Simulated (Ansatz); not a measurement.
Kick test of a cell of Al3InAs4

The structure comes from a generated guess, relaxed at this level; another structure or a mixture of phases may lie lower.

Level of theory: DFT PBE, scalar-relativistic, plane waves, PAW (Ansatz 0.2.0). Settings: cutoff 420 eV, Γ-centred mesh 8×8×4 on the computed 8-atom cell, Gaussian smearing of 0.02 eV; no spin polarisation.

The cell below (8 atoms, space group P-4m2 (No. 115)) is relaxed within its symmetry.

```
CELL_PARAMETERS angstrom
4.12522 0.00000 0.00000
0.00000 4.12522 0.00000
0.00000 0.00000 11.69310
ATOMIC_POSITIONS crystal
Al 0.00000 0.00000 0.74083
Al 0.50000 0.50000 0.50000
Al 0.00000 0.00000 0.25917
In 0.50000 0.50000 0.00000
As 0.50000 0.00000 0.62038
As 0.00000 0.50000 0.37962
As 0.50000 0.00000 0.14072
As 0.00000 0.50000 0.85928
```

For the test it was strained at random (σ = 1.5 % a component), the atoms were moved at random (σ = 0.05 Å), and all was relaxed again on a coarse 4×4×1 mesh (in the run’s order of axes) with 0.10 eV smearing, with no symmetry imposed.

Question: Is the structure stable against such a distortion?

Answer: It returns, within 1 meV/atom of the unmoved cell on that mesh and with the same symmetry when read at 0.1 Å. So it is stable against the distortions that fit this cell and that this random move excites. Modes that don't fit the cell aren't tested.
